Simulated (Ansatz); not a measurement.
## Is this Sc₃BP₄ structure a true minimum?

The structure comes from a generated guess, relaxed at this level; another structure or a mixture of phases may lie lower.

The calculation used Ansatz 0.2.0, DFT PBE, scalar-relativistic, plane waves, PAW. Cutoff 420 eV; k points 6×6×6 on the computed 8-atom cell (Γ-centred); Gaussian smearing, width 0.01 eV; no spin polarisation.

The cell below (8 atoms, space group R3m (No. 160)) is relaxed within its symmetry.

```yaml
crystal:
  lattice:
    - [3.77672, 2.18049, 3.02769]
    - [-3.77672, 2.18049, 3.02769]
    - [0.00000, -4.36098, 3.02769]
  atoms:
    - { symbol: Sc, position: [0.75937, 0.75937, 0.25270] }
    - { symbol: Sc, position: [0.25270, 0.75937, 0.75937] }
    - { symbol: Sc, position: [0.75937, 0.25270, 0.75937] }
    - { symbol: B, position: [0.13507, 0.13507, 0.13507] }
    - { symbol: P, position: [0.74904, 0.74904, 0.74904] }
    - { symbol: P, position: [0.26012, 0.26012, 0.82376] }
    - { symbol: P, position: [0.82376, 0.26012, 0.26012] }
    - { symbol: P, position: [0.26012, 0.82376, 0.26012] }
```

For the test it was strained at random (σ = 1.5 % a component), the atoms were moved at random (σ = 0.10 Å), and all was relaxed again on a coarse 6×6×6 mesh (in the run’s order of axes) with 0.20 eV smearing, with no symmetry imposed.

**Question.** What happens?

**Answer.** It returns, within 1 meV/atom of the unmoved cell on that mesh and with the same symmetry when read at 0.1 Å. No instability shows in this cell; modes of other wave vectors, which need another repeat, aren't tested.
